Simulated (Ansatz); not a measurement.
The cell is Ga4AsP3 as one 8-atom ordering (P-4m2) on the zincblende lattice; cell and atoms were relaxed with r2SCAN. The symmetry is P-4m2 (No. 115, tetragonal); conventional cell a = 3.894 Å, c = 10.999 Å, 20.85 Å³ an atom. P is surrounded by 4 Ga at 2.37 Å; Ga is surrounded by 4 P at 2.37 Å; Ga is surrounded by 2 P at 2.37 Å and 2 As at 2.43 Å; As is surrounded by 4 Ga at 2.43 Å.

```xyz
8
Lattice="3.8939 0.0000 0.0000 0.0000 3.8939 0.0000 0.0000 0.0000 10.9987" Properties=species:S:1:pos:R:3 pbc="T T T"
P     0.0000    0.0000    2.7025
Ga    0.0000    1.9470    1.3503
P     1.9470    1.9470    0.0000
Ga    1.9470    0.0000    9.6484
P     0.0000    0.0000    8.2962
Ga    0.0000    1.9470    6.9465
As    1.9470    1.9470    5.4993
Ga    1.9470    0.0000    4.0522
```

4 runs of the plane-wave code Ansatz on this cell differ in the functional (and in the settings that go with it). Levels are in eV from each run's valence top; v1 is the last filled band, c1 the first empty one.

Run A, mean stress +2.6 GPa (compression positive):
```
point     v5     v3     v1    c1    c2    c3
    Γ  -1.58  -0.03   0.00  1.42  1.57  1.66
    X  -1.36  -1.16  -0.74  1.44  1.47  2.89
    M  -3.43  -2.70  -2.63  1.45  1.71  1.76
    Z  -1.62  -0.81  -0.51  1.49  1.56  2.38
```

Run B, mean stress 0.0 GPa (compression positive):
```
point     v5     v3     v1    c1    c2    c3
    Γ  -1.64  -0.03   0.00  1.81  1.92  1.97
    X  -1.42  -1.21  -0.78  1.81  1.84  3.24
    M  -3.54  -2.81  -2.75  1.71  1.98  2.03
    Z  -1.58  -0.84  -0.53  1.75  1.82  2.68
```

Run C, mean stress +0.5 GPa (compression positive):
```
point     v5     v3     v1    c1    c2    c3
    Γ  -1.74   0.00   0.00  2.86  3.05  3.08
    X  -1.51  -1.26  -0.81  2.93  2.95  4.46
    M  -3.75  -2.97  -2.88  2.74  3.00  3.15
    Z  -1.62  -0.89  -0.55  2.87  2.91  3.83
```

Run D, mean stress +0.8 GPa (compression positive):
```
point     v5     v3     v1    c1    c2    c3
    Γ  -1.71  -0.02   0.00  2.18  2.40  2.41
    X  -1.48  -1.25  -0.80  2.27  2.29  3.77
    M  -3.69  -2.93  -2.85  2.08  2.34  2.48
    Z  -1.61  -0.87  -0.54  2.19  2.24  3.15
```

**Question.** Match the runs to PBE, r2SCAN, HSE06, PBE0.

**Answer.** A is PBE, B is r2SCAN, C is PBE0, D is HSE06. In order of the gap: PBE 1.42, r2SCAN 1.71, HSE06 2.08, PBE0 2.74 eV. The stress vanishes for r2SCAN, which relaxed the cell.

No spin polarisation and no zero-point or thermal motion; the cell was built from a prototype and may be hypothetical.

Spin-orbit coupling is left out.

The stress of a hybrid is loosely converged in these runs.

The meshes of the hybrids are coarse, so their gaps aren't converged to the digits shown.
